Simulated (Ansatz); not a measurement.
Ti$_{2}$GaC in space group P6_3/mmc (No. 194; Ti on 4f, Ga on 2d, C on 2a) at seven volumes, r²SCAN in the plane-wave PAW code Ansatz, shape and atoms relaxed at each. One row is withheld.

| V (Å³/atom) | P (GPa) |
|---|---|
| 12.380 | 17.48 |
| 12.788 | 10.69 |
| 13.196 | 4.91 |
| 13.604 | 0.00 |
| 14.012 | -4.16 |
| 14.420 | ? |
| 14.829 | -10.63 |

Problem. Fit the shown pressures and predict the withheld one.

Solution. Third-order Birch–Murnaghan: P = (3/2)B₀(x^(7/2) − x^(5/2))[1 + (3/4)(B′ − 4)(x − 1)] with x = (V₀/V)^(2/3). Least squares on the six rows gives V₀ = 13.605 Å³/atom, B₀ = 149.9 GPa, B′ = 4.50. At V = 14.420, x = 0.9620 and P = -7.65 GPa. The run itself gave -7.68 GPa.

The first step of the workflow began from a Materials Project structure, measured or hypothetical; the Crystallography Open Database copy checked does not list it. Its standing as an ambient phase is unchecked. Symmetry was held in the r²SCAN relaxation; its stability against distortions is not shown here. The run is not spin-polarised.

Potentials: the later of the program's two PAW sets.
